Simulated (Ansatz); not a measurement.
W3N4 in space group Pm-3m (No. 221; N on 1b, N on 3d, W on 3c) at seven volumes, r²SCAN in the plane-wave PAW code Ansatz, scaled uniformly. One row is withheld.

```json
[
 {"V (Å³/atom)": "9.593", "P (GPa)": "42.97"},
 {"V (Å³/atom)": "9.910", "P (GPa)": "26.26"},
 {"V (Å³/atom)": "10.226", "P (GPa)": "12.06"},
 {"V (Å³/atom)": "10.542", "P (GPa)": "0.00"},
 {"V (Å³/atom)": "10.859", "P (GPa)": "?"},
 {"V (Å³/atom)": "11.175", "P (GPa)": "-18.95"},
 {"V (Å³/atom)": "11.491", "P (GPa)": "-26.34"}
]
```

Problem. Fit the shown pressures and predict the withheld one.

Solution. P = (3/2)B₀(x^(7/2) − x^(5/2))[1 + (3/4)(B′ − 4)(x − 1)] with x = (V₀/V)^(2/3). Least squares on the six rows gives V₀ = 10.543 Å³/atom, B₀ = 370 GPa, B′ = 4.41. At V = 10.859, x = 0.9805 and P = -10.24 GPa. The run itself gave -10.25 GPa.

The workflow started from an entry of the Crystallography Open Database (COD). Its standing as an ambient phase is unchecked. The r²SCAN relaxation kept the symmetry of its start; its stability against distortions is not shown here. No spin polarisation was allowed. Spin–orbit coupling is left out wherever it is not named.

Potentials: the later of the program's two PAW sets.
